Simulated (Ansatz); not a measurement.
Ansatz input

```yaml
crystal:
  lattice:
    - [4.0278078307, 0.0, 0.0]
    - [0.0, 4.0278078307, 0.0]
    - [0.0, 0.0, 4.0278078307]
  atoms:
    - { symbol: C, position: [0.0, 0.0, 0.0] }
    - { symbol: C, position: [0.5, 0.5, 0.5] }
    - { symbol: C, position: [0.25, 0.0, 0.5] }
    - { symbol: C, position: [0.75, 0.0, 0.5] }
    - { symbol: C, position: [0.5, 0.25, 1.0] }
    - { symbol: C, position: [0.5, 0.75, 0.0] }
    - { symbol: C, position: [0.0, 0.5, 0.25] }
    - { symbol: C, position: [0.0, 0.5, 0.75] }
hamiltonian:
  xc: blyp
  pseudopotentials:
    kind: paw
    azcp:
      C: "pseudopotentials/C.paw.azcp"
basis:
  ecutwfc: 420
  fft_grid_basis: typed
kpoints:
  mp_grid: { grid: [8, 8, 8], shift: [0, 0, 0] }
magnetization:
  spin_polarized: false
scf:
  occupations: { method: fermi_dirac, width: 0.1 }
```

Output

```
Engine: ansatz 0.2.0, aarch64-unknown-linux-gnu
Pseudopotentials: kind: paw
Pseudopotential: C, paw, valence charge 4, recommended cutoff 420 eV (normal) 
Functional definition: BLYP
  parameter beta = 0.0042
  parameter a = 0.04918
  parameter b = 0.132
  parameter c = 0.2533
  parameter d = 0.349
  exchange = b88_x(beta = beta)
  correlation = lyp_c(a = a, b = b, c = c, d = d)
Crystal: 8 atoms, lattice volume = 65.344 Å³
Basis set: ecut = 420 eV, 1309 PW (Γ), exchange–correlation on 54×54×54 points (8 copies of the dense FFT grid, shifted against one another)
Bands: 24, of which v1, the nominal top of the filled ones, is band 16 counted from 1 (15 counted from 0)
Symmetry: 48 space group operations
Space group: Pm-3n (ITA 223), of the structure as read, at distance tolerance 4.0e-5 Å
k-points: 35 of 512
Non-local potential: C, projectors of the file, l = 0: 2, l = 1: 2, l = 2: 1
PAW form: soft (Blöchl's): semilocal exchange-correlation on the pseudo side does not see the compensation charge
PAW frozen core: C, regenerated for the run's functional, and the local potential with it (the file was generated under x = pbe(κ = 0.804, μ = 0.2195149727645171), c = pbe(β = 0.06672455060314922))
PAW one-centre angular grid: C, 110 points (default); XC on 64 Gauss nodes
Initial density: superposition of atomic densities (neutral atoms: chi_scale 0, normalization atom), corrected by the library's trained network
Initial wavefunctions: pseudopotential atomic-orbital guess
Functional: x = b88, c = lyp
SCF iter   1: F=—  HF=-1976.381035 eV  |F-HF|=—  |Δ(HF+E_count)|=         —  Δρ=2.05e-2  dr2=2.08e-1  ethr=1.77e-3  ⟨swp⟩=4.3  Hψ=3142  notcnv=0
SCF iter   2: F=—  HF=-1976.322100 eV  |F-HF|=—  |Δ(HF+E_count)|=   5.89e-2  Δρ=1.09e-2  dr2=5.75e-2  ethr=6.49e-4  ⟨swp⟩=2.0  Hψ=1327  notcnv=0
SCF iter   3: F=—  HF=-1976.300342 eV  |F-HF|=—  |Δ(HF+E_count)|=   2.18e-2  Δρ=1.01e-3  dr2=3.79e-4  ethr=1.80e-4  ⟨swp⟩=3.0  Hψ=1673  notcnv=0
SCF iter   4: F=—  HF=-1976.300542 eV  |F-HF|=—  |Δ(HF+E_count)|=   2.00e-4  Δρ=2.64e-4  dr2=1.71e-5  ethr=1.18e-6  ⟨swp⟩=2.7  Hψ=1366  notcnv=0
SCF iter   5: F=—  HF=-1976.300573 eV  |F-HF|=—  |Δ(HF+E_count)|=   3.10e-5  Δρ=2.10e-5  dr2=1.64e-7  ethr=5.34e-8  ⟨swp⟩=2.0  Hψ=1374  notcnv=0
SCF iter   6: F=-1976.300574 eV  HF=-1976.300574 eV  |F-HF|=3.54e-9  |Δ(HF+E_count)|=   2.40e-7  Δρ=3.46e-6  dr2=4.31e-9  ethr=3.13e-10  ⟨swp⟩=2.0  Hψ=1544  notcnv=0
SCF 1 converged in 6 iterations: F = -1976.300574 eV  dr2 = 4.31e-9
SCF converged after 6 iterations
Free energy (F): -1976.300574 eV
Harris-Foulkes:  -1976.300574 eV  (|F-HF|=3.54e-9)
Internal energy: -1976.156312 eV  (E = F + TS)
E sigma→0 (E₀):  -1976.228443 eV
Entropy (-TS):   -0.144262 eV (-18.033 meV/atom)
Fermi energy:    8.958019 eV
--- Per-component energies (eV) ---
  E_band       = 77.172965
  E_kinetic    = 611.569444
  E_local      = -419.407085  (includes V_loc(G=0)·N_el)
  E_nonlocal   = 238.859844
  E_hartree    = 59.637265
  E_xc         = -357.064956
  E_vxc        = -438.716960  (∫ρ·V_xc dr)
  E_paw        = -791.064912  (= ΣΔE_a)
  E_vpaw       = -34.406914  (= ΣTr[D̂ρ^β])
  E_aug_tail   = 0.000005  (compensation charges beyond the density's cutoff)
  E_ewald      = -1318.699153
  E_core_change = 0.013235  (= ΣΔE_core)
  E_smearing   = -0.144262  (= −TS)
  E_closure    = 0.000000  (closes the sum)
  Σ components = -1976.300574   (vs F -1976.300574, Δ=0.00e0)
```

Command:

```sh
ansatz run input.yaml --threads 4 --pin off --max-ram 8192MiB --backend cpu --events-out ev --progress --plain --runs-dir out
```

On 4 threads of Arm Neoverse V1 (shared host) this took about 0.74 s of wall time and 2.4 s of CPU time, with 0.34 GiB at the peak.
